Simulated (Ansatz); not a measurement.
## Generalised stacking fault in Si2W3

All numbers below come from DFT PBEsol, scalar-relativistic, plane waves, PAW (Ansatz). Cutoff 420 eV, Γ-centred 6×12×3 k-points, Gaussian smearing of 0.15 eV. Spin–orbit coupling is left out, which can shift energies with elements as heavy as these. No spin polarisation. Energies are free energies at this smearing, counted from the undisturbed cell; pressure is positive in compression.

Zero of the scan (relaxed at this level; it needn't be the usual structure):

```
CELL_PARAMETERS angstrom
0.00000 -6.58244 0.00000
0.00000 0.00000 -3.27491
13.16488 0.00000 0.00000
ATOMIC_POSITIONS crystal
Si 0.36592 0.00000 0.94204
Si 0.36592 0.00000 0.44204
Si 0.63408 0.00000 0.30796
Si 0.63408 0.00000 0.80796
Si 0.13408 0.00000 0.19204
Si 0.13408 0.00000 0.69204
Si 0.86592 0.00000 0.05796
Si 0.86592 0.00000 0.55796
W 0.50000 0.00000 0.12500
W 0.50000 0.00000 0.62500
W 0.00000 0.00000 0.37500
W 0.00000 0.00000 0.87500
W 0.84014 0.50000 0.20493
W 0.84014 0.50000 0.70493
W 0.15986 0.50000 0.04507
W 0.15986 0.50000 0.54507
W 0.65986 0.50000 0.95493
W 0.65986 0.50000 0.45493
W 0.34014 0.50000 0.29507
W 0.34014 0.50000 0.79507
```

The cut lies on the cell's a–b face, a (1 0 0) plane (indices in the standard cell, whose axes needn't be the Cartesian ones shown) of area 21.56 Å², between layers 1.19 Å apart. Vector c is tilted by f times 0·a + 1·b (length 3.275 Å) with the atoms' Cartesian places fixed: one unrelaxed fault a cell. The cell is metallic on the mesh throughout.

```
     f  γ (mJ/m²) shear traction, the slope of γ along the slip (GPa)
0.0000          0                                                  0.0
0.1000        464                                                 28.3
0.2000       1832                                                 54.5
0.4000          ?                                                    ?
```

By symmetry 0.6000 repeats 0.4000, 0.8000 repeats 0.2000 in energy, with the opposite slope along the path.

(1) Give the withheld values.

Answers

(1) γ (mJ/m²) at f = 0.4000: 5962; shear traction, the slope of γ along the slip (GPa) at f = 0.4000: 51.1.

Cost: 4 runs of about 12 core-minutes in all, on Intel Xeon Platinum 8375C (Ice Lake) (shared hosts).